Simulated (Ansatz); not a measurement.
# A sublattice moved along a line in Ta$_{2}$O$_{5}$

Theory: Ansatz, DFT r2SCAN, scalar-relativistic, plane waves, PAW. Cutoff 500 eV, Γ-centred 8×8×4 k-points, Gaussian smearing of 0.05 eV. Spin–orbit coupling is left out, which can shift energies with elements as heavy as these. No spin polarisation. Energies are free energies at this smearing, counted from the undisturbed cell; pressure is positive in compression.

Reference structure (relaxed at this level; it needn't be the usual structure):

```
CELL_PARAMETERS angstrom
3.66565 0.00000 0.00000
0.00000 3.85735 0.00000
0.00000 0.00000 6.45619
ATOMIC_POSITIONS crystal
Ta 0.50000 0.00000 0.50000
Ta 0.00000 0.00000 0.00000
O 0.50000 0.50000 0.50000
O 0.00000 0.00000 0.67967
O 0.00000 0.50000 0.00000
O 0.50000 0.00000 0.00000
O 0.00000 0.00000 0.32033
```

Every Ta atom is moved by x along the Cartesian unit vector (0.000, 1.000, 0.000); the cell and all other atoms stay fixed.

| x (Å) | ΔE (meV/cell) |
| --- | --- |
| -0.5000 | 9127.9 |
| -0.2500 | 642.3 |
| 0.0000 | 0.0 |
| 0.0625 | -3.5 |
| 0.1250 | 27.0 |
| 0.1875 | 195.5 |
| 0.3125 | 1533.6 |
| 0.3750 | 3067.9 |
| 0.4375 | 5491.7 |

(1) Predict the force along x on the moved atoms (eV/Å) at each point.

Results:

(1)
```tsv
x (Å)	force along x on the moved atoms (eV/Å)
-0.5000	70.02
-0.2500	10.22
0.0000	0.00
0.0625	0.00
0.1250	-1.26
0.1875	-4.51
0.3125	-18.82
0.3750	-30.92
0.4375	-47.49
```